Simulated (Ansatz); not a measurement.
## Straining P

All numbers below come from Ansatz, DFT r2SCAN, scalar-relativistic, plane waves, PAW. (500 eV cutoff, 8×1×6 k-mesh, Gaussian smearing of 0.02 eV, no spin polarisation)

The relaxed crystal:

```
CELL_PARAMETERS angstrom
3.29049 0.00000 0.00000
0.00000 34.85860 0.00000
0.00000 0.00000 4.63613
ATOMIC_POSITIONS crystal
P 0.00000 0.97013 0.59148
P 0.00000 0.02987 0.40852
P 0.50000 0.02987 0.09148
P 0.50000 0.97013 0.90852
```

Deformation: biaxial strain in the a-b plane, with the length and tilt of c and the atoms relaxed, all within the symmetry that the strain leaves. Energies are extrapolated to zero smearing. Stress is positive in compression, on the Cartesian axes of the cell above. Gaps are generalised Kohn–Sham gaps over the whole zone.

Strains computed: -4.5, -3.0, -1.5, +1.5, +3.0, +4.5 %.

(1) At which strain does the energy stand 10.1 meV/atom over the relaxed crystal with σxx = -0.77, σyy = 0.00, σzz = 0.00 GPa?

Results:

(1) +3.0 %. The gap there is 1.18 eV against 1.09 unstrained.

This form isn't the element's structure at ambient conditions.